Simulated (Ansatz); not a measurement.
**Calculated with Ansatz: PdO$_{2}$F$_{6}$, settings compared**

The input file (Ansatz 0.2.0, plane waves):

```yaml
crystal:
  lattice:
    - [4.914458, 0.0, 0.0]
    - [-1.032986, 4.829974, 0.0]
    - [-0.06009, -1.013896, 4.878129]
  atoms:
    - { symbol: F, position: [0.0836, 0.7671, 0.6794] }
    - { symbol: F, position: [0.9164, 0.2329, 0.3206] }
    - { symbol: F, position: [0.3057, 0.9531, 0.2026] }
    - { symbol: F, position: [0.6943, 0.0469, 0.7974] }
    - { symbol: Pd, position: [0.0, 0.0, 0.0] }
    - { symbol: O, position: [0.5392, 0.4276, 0.5536] }
    - { symbol: O, position: [0.4608, 0.5724, 0.4464] }
    - { symbol: F, position: [0.2282, 0.3219, 0.9101] }
    - { symbol: F, position: [0.7718, 0.6781, 0.0899] }
kpoints:
  mp_grid: { grid: [4, 4, 4], shift: [0.0, 0.5, 0.5] }
magnetization:
  spin_polarized: false
scf:
  occupations: { method: gaussian, width: 0.0397 }
hamiltonian:
  pseudopotentials: { kind: paw }
  xc: pbe
basis:
  ecutwfc: 420
output:
  forces: true
  stress: true
  eigenvalues: true
```

The command:

```bash
ansatz run input.yaml --threads 1 --pin off --max-ram 2560MiB --backend cpu --events-out ev --progress --plain --runs-dir out
```

Origin of the cell: a known structure type with other elements, at an estimated volume, so it need not be a known compound.

Output of this run (shortened):

```
SCF iter   1: F=—  HF=-12942.779099 eV  Δρ=1.60e-2  dr2=2.55e-1  defer=10
SCF iter   2: F=—  HF=-12942.783379 eV  Δρ=1.66e-2  dr2=3.06e-1  defer=100
SCF iter   3: F=—  HF=-12942.775534 eV  Δρ=2.41e-3  dr2=8.01e-3  defer=100
SCF iter   4: F=—  HF=-12942.775521 eV  Δρ=1.26e-3  dr2=2.00e-3  defer=100
SCF iter   5: F=—  HF=-12942.775524 eV  Δρ=1.19e-3  dr2=2.24e-3  defer=100
SCF iter   6: F=—  HF=-12942.775441 eV  Δρ=6.69e-4  dr2=4.20e-4  defer=100
SCF iter   7: F=—  HF=-12942.775417 eV  Δρ=3.62e-4  dr2=1.28e-4  defer=100
SCF iter   8: F=—  HF=-12942.775417 eV  Δρ=1.31e-4  dr2=2.35e-5  defer=100
SCF iter   9: F=—  HF=-12942.775425 eV  Δρ=5.44e-5  dr2=2.57e-6  defer=100
SCF iter  10: F=-12942.775426 eV  HF=-12942.775426 eV  Δρ=1.22e-5  dr2=9.26e-8
SCF 1 converged in 10 iterations: F = -12942.775426 eV  dr2 = 9.26e-8
SCF converged after 10 iterations
Free energy (F): -12942.775426 eV
Harris-Foulkes:  -12942.775426 eV  (|F-HF|=9.31e-8)
Internal energy: -12942.765786 eV  (E = F + TS)
E sigma→0 (E₀):  -12942.770606 eV
Entropy (-TS):   -0.009640 eV (-1.071 meV/atom)
Fermi energy:    1.544973 eV
--- Per-component energies (eV) ---
  E_band       = -879.416149
  E_kinetic    = 2071.025412
  E_local      = -8118.229228  (includes V_loc(G=0)·N_el)
  E_nonlocal   = 752.485437
  E_hartree    = 3096.993130
  E_xc         = -782.582265
  E_vxc        = -996.871948  (∫ρ·V_xc dr)
  E_paw        = -5258.776893  (= ΣΔE_a)
  E_vpaw       = -781.838292  (= ΣTr[D̂ρ^β])
  E_aug_tail   = 0.016828  (compensation charges beyond the density's cutoff)
  E_ewald      = -4703.698207
  E_smearing   = -0.009640  (= −TS)
  Σ components = -12942.775426   (vs F -12942.775426, Δ=0.00e0)
--- Forces (eV/Å), atoms counted from 1 ---
  atom   1  F      0.158957    -0.205669    -0.416093
  atom   2  F     -0.158957     0.205669     0.416093
  atom   3  F      0.347560    -0.056153     0.180204
  atom   4  F     -0.347560     0.056153    -0.180204
  atom   5  Pd     0.000000     0.000000     0.000000
  atom   6  O      2.254589    -3.810321     2.126730
  atom   7  O     -2.254589     3.810321    -2.126730
  atom   8  F      0.240386     0.486982    -0.100178
  atom   9  F     -0.240386    -0.486982     0.100178
  max |Σ_I F_I| component: 0.00e0 eV/Å
--- Stress (GPa, compression-positive) ---
        4.554800      -3.386757       1.860922
       -3.386753       8.321476      -2.960958
        1.860909      -2.960963       3.645476
  P = ⅓ Tr σ = 5.5073 GPa (55.073 kbar)
```

The same input was run again with these changes:

1. `hamiltonian.xc` pbe → r2scan; `accuracy` default → medium
2. `scf.initial_density.chi_scale` default → 0.1
3. `kpoints.mp_grid.shift` [0.0, 0.5, 0.5] → [0.5, 0.5, 0.5]; `kpoints.mp_grid.grid` [4, 4, 4] → [1, 1, 1]; `hamiltonian.xc` pbe → rpbe
4. `hamiltonian.dispersion` default → d3bj; `scf.occupations.method` gaussian → methfessel_paxton; `scf.occupations.width` 0.0397 → 0.3

```csv
run,end,SCF iterations,P (GPa),max force component (eV/Å),moment (μB),ΔE(σ→0) (meV/atom)
base,converged,10,5.51,3.810,–,0
1,converged,16,0.45,2.760,–,–
2,converged,19,5.51,3.810,–,0.00
3,converged,24,10.66,4.068,–,–
4,converged,12,4.55,3.835,–,–
```

Energies are compared only where functional, datasets, charge and starting cell are the same.

Not properties of the system: run 3 (too coarse or loose: `kpoints.mp_grid.grid` = [1, 1, 1]), run 4 (too coarse or loose: `scf.occupations.width` = 0.3).

Caveats of the base run: no spin, though holes on the anions or broken bonds may carry moments; the k mesh is coarse if the cell is a metal.

Run 1: the cutoff lies below the datasets' advice.
Run 3: forces of this functional can be a tenth off on datasets made under PBE.
Run 4: wide smearing.

Time of the base run: 10 s on 1 thread of Intel(R) Xeon(R) Platinum 8259CL CPU @ 2.50GHz (Skylake/Cascade Lake), with other jobs on the host, peak memory 0.48 GiB, from the program's own first density.
